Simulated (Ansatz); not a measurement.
TaAl (L1₀ or tetragonal B2, P4/mmm) under volume change, the program Ansatz at the PBE level (PAW), shape and atoms relaxed at each volume.

```csv
V (Å³/atom),E − E(relaxed) (meV/atom),P (GPa)
15.302,?,?
15.807,32.7,10.94
16.311,7.8,5.06
16.816,0.0,0.00
17.320,?,?
17.825,26.7,-8.09
18.329,57.4,-11.29
```

Problem. Complete the blanks.

Solution. 
- 17.320, E − E(relaxed) (meV/atom): 7.0
- 17.320, P (GPa): -4.35
- 15.302, E − E(relaxed) (meV/atom): 77.7
- 15.302, P (GPa): 17.78

Problem. What does a third-order Birch–Murnaghan fit give for V₀, B₀ and B′?

Solution. V₀ = 16.82 Å³/atom, B₀ = 156 GPa, B′ = 4.0.

The start of the workflow was typed in or built on a structure type; neither database checked (COD, Materials Project) lists it. Whether it is the stable phase at ambient conditions was not checked. The PBE relaxation kept the symmetry of its start; its stability against distortions is not shown here. No spin polarisation was allowed. Scalar-relativistic: spin–orbit coupling is off unless named, which matters more the heavier the elements.

Potentials: the earlier of the program's two PAW sets.
